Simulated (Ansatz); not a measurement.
Consider the following.

NbP:
```cif
data_NbP
_chemical_formula_sum 'Nb1 P1'
_space_group_name_H-M_alt 'P-6m2'
_space_group_IT_number 187
_space_group_name_Hall 'P -6 2'
_cell_length_a 3.29164
_cell_length_b 3.29164
_cell_length_c 3.32248
_cell_angle_alpha 90.000
_cell_angle_beta 90.000
_cell_angle_gamma 120.000
loop_
_atom_site_label
_atom_site_type_symbol
_atom_site_symmetry_multiplicity
_atom_site_Wyckoff_symbol
_atom_site_fract_x
_atom_site_fract_y
_atom_site_fract_z
_atom_site_occupancy
Nb1 Nb 1 a 0.00000 0.00000 0.00000 1
P1 P 1 f 0.66667 0.33333 0.50000 1
```

This is the PBEsol-relaxed structure.

All from the program Ansatz at the PBEsol level (PAW), unless another level is named. Estimate the electronic character.

metallic (no gap).

And the density of states at the Fermi level?

0.21 states/eV per atom (mean over ±0.08 eV).

What about the formation energy from the elements (no fitted shifts)?

-1.09 eV/atom.

Predict the gap with spin–orbit coupling.

none (metallic).

The cell is a constructed one: a structure type filled with these elements; neither database checked (COD, Materials Project) lists it. COD files the formula under space group No. 141, so this cell is another polymorph or a model. Its standing as an ambient phase is unchecked. The cell was relaxed with PBEsol under the symmetry of its start; whether a distortion lowers the energy is not shown. No spin polarisation was allowed. The references are the lowest solids computed at this level, not always the standard phases. Spin–orbit coupling is left out wherever it is not named.

Potentials: the later of the program's two PAW sets.
